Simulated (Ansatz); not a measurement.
A plane-wave DFT run in Ansatz 0.2.0 (scalar-relativistic PAW potentials unless the input names others): input and command.

```yaml
crystal:
  lattice:
    - [0.0, 2.9436233644, 2.9436233644]
    - [2.9436233644, 0.0, 2.9436233644]
    - [2.9436233644, 2.9436233644, 0.0]
  atoms:
    - { symbol: Na, position: [0.0, 0.0, 0.0] }
    - { symbol: Cu, position: [0.5, 0.5, 0.5] }
basis:
  ecutwfc: "520 ev"
kpoints:
  mp_grid: { grid: [16, 16, 16] }
hamiltonian:
  xc: pbe
scf:
  occupations: { method: gaussian, width: 0.1 }
  max_iter: 50
output:
  forces: true
  eigenvalues: true
  stress: true
```

```bash
ansatz run input.yaml --threads 1 --pin off --max-ram 2560MiB --backend cpu --events-out ev --progress --plain --runs-dir out
```

Problem. What is wrong with this input?

Solution. The program refuses it, because of a cutoff in the wrong unit (basis.ecutwfc: 420 → "520 ev"). With the sound run's settings it is accepted.

Abridged log:
```
Error: YAML parse error: error: line 10 column 12: unknown unit factor `ev` — a unit is read by its exact case: `eV` is a unit here, `ev` is not
  --> <input>:10:12
   |
 8 |     - { symbol: Cu, position: [0.5, 0.5, 0.5] }
 9 | basis:
10 |   ecutwfc: "520 ev"
   |            ^ unknown unit factor `ev` — a unit is read by its exact case: `eV` is a unit here, `ev` is not
11 | kpoints:
12 |   mp_grid: { grid: [16, 16, 16] }
   |
```